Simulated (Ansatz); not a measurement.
Ge$_{2}$Pt:
```
CELL_PARAMETERS angstrom
      0.00000     4.14339     5.33584
      2.37723     0.00000     5.33584
      2.37723     4.14339     0.00000
ATOMIC_POSITIONS crystal
  Ge 0.66971 0.33029 0.66971
  Ge 0.33029 0.66971 0.33029
  Ge 0.58029 0.91971 0.58029
  Ge 0.91971 0.58029 0.91971
  Pt 0.00000 0.00000 0.00000
  Pt 0.25000 0.25000 0.25000
```

Relaxed with PBE. Special points in fractions of this cell's reciprocal vectors: Γ (0.000, 0.000, 0.000); Y (0.500, 0.000, 0.500); T (1.000, 0.500, 0.500); Z (0.500, 0.500, 0.000); Σ0 (0.000, 0.382, 0.382); U0 (1.000, 0.618, 0.618); C0 (0.500, 0.217, 0.717); A0 (0.500, 0.783, 0.283); L (0.500, 0.500, 0.500).

Q: List the band energies nearest the Fermi level at these points for plane-wave PAW PBE (Ansatz code).

A: In eV from the Fermi level; about four levels below and three above (degenerate sets whole), none deeper than 8.9 eV; points with the same levels are listed once.

| k | below | above |
|---|---|---|
| Γ | -1.90 -1.62 -0.92 -0.03 | 0.31 0.67 0.84 |
| Y | -0.65 -0.65 -0.49 -0.49 | 3.78 3.78 4.04 4.04 |
| T | -1.67 -1.67 -0.57 -0.57 | 1.77 1.77 3.54 3.54 |
| Z | -2.64 -2.64 -0.12 -0.12 | 0.48 0.48 0.73 0.73 |
| Σ0 | -3.04 -2.88 -1.91 -1.84 | 0.17 0.95 2.11 |
| C0 | -1.95 -1.95 -0.36 -0.36 | 1.50 1.50 1.91 1.91 |
| L | -1.75 -1.20 -0.54 -0.05 | 1.05 2.46 3.62 |

Space group Fddd. A made-up cell: these elements were put on the sites of a structure type; neither database checked (COD, Materials Project) lists it. COD files the formula under space group No. 58, so this cell is another polymorph or a model. Whether it is the stable phase at ambient conditions was not checked. The PBE relaxation kept the symmetry of its start; whether a distortion lowers the energy is not shown. The run is not spin-polarised. Spin–orbit coupling is left out wherever it is not named.

Potentials: the later of the program's two PAW sets.
